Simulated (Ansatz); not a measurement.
```cif
data_structure
_symmetry_space_group_name_H-M 'P 1'
_symmetry_Int_Tables_number 1
_cell_length_a 4.1139
_cell_length_b 4.1139
_cell_length_c 4.1139
_cell_angle_alpha 60.000
_cell_angle_beta 60.000
_cell_angle_gamma 60.000
_cell_volume 49.23
loop_
_atom_site_label
_atom_site_type_symbol
_atom_site_fract_x
_atom_site_fract_y
_atom_site_fract_z
_atom_site_occupancy
Cd1 Cd 0.00000 0.00000 0.00000 1
S1 S 0.25000 0.25000 0.25000 1
```

| Quantity | Value |
| --- | --- |
| orbitals | PBE |
| datasets | hard PAW set made for 700 eV |
| k mesh | 6×6×6 |
| empty bands | 483 |
| response cutoff | 180 eV |
| wave cutoff | 700 eV |
| frequencies | plasmon pole, fitted at the program's default frequency |
| q → 0 term | analytic weight of Carrier, Rohra and Görling |
| points solved | Γ |
| band sums | cut at the band count |
| spin-orbit coupling | off |

Program: Ansatz. The Kohn-Sham gap (direct at Γ) is 1.16 eV.

**Question.** By how much does G0W0 change the gap?

**Answer.** By +0.86 eV, to 2.02 eV. The valence edge moves by -0.83 eV (Z = 0.79) and the conduction edge by +0.03 eV (Z = 0.82).

Band sums or response are cut, so the gap isn't at its basis limit. Filled d shells converge slowest, and with PAW files the limit can differ from the all-electron one by tenths of an eV.
